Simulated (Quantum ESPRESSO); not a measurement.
```
TiO2
1.0
    4.59984     0.00000     0.00000
    0.00000     4.59984     0.00000
    0.00000     0.00000     2.95921
Ti O
2 4
Direct
  0.50000   0.50000   0.00000
  0.00000   0.00000   0.50000
  0.69568   0.69568   0.50000
  0.30432   0.30432   0.50000
  0.80432   0.19568   0.00000
  0.19568   0.80432   0.00000
```
The cell comes from the Materials Project (a computed structure). It is TiO2 in P4₂/mnm. Stability against distortions was not tested. The run has no spin polarisation.

A lattice sum over point charges, one formal value an element (Ti +4, O -2), with no Sternheimer factor, costs far less than a self-consistent run. Taken along the main axis of each site's self-consistent tensor, it gives:

```tsv
site	V along that axis, point charges (a.u.)
Ti (atoms 1, 2)	0.004
```

### Question
How do the values of the PAW reconstruction of the field gradient on a scalar-relativistic PBE ground state (a modified build of Quantum ESPRESSO, JTH datasets) compare?

### Answer
| site | Vzz, PAW (a.u.) | PAW over point charges |
|---|---|---|
| Ti | -0.231 | -56 |
Along that axis the sign differs on Ti.  Cores are frozen. Against all-electron runs on small test molecules, this scheme's |Vzz| missed by −2 to +6 % on O. Ti had no test against all-electron runs. Where η passes 0.9 the sign of Vzz means little.
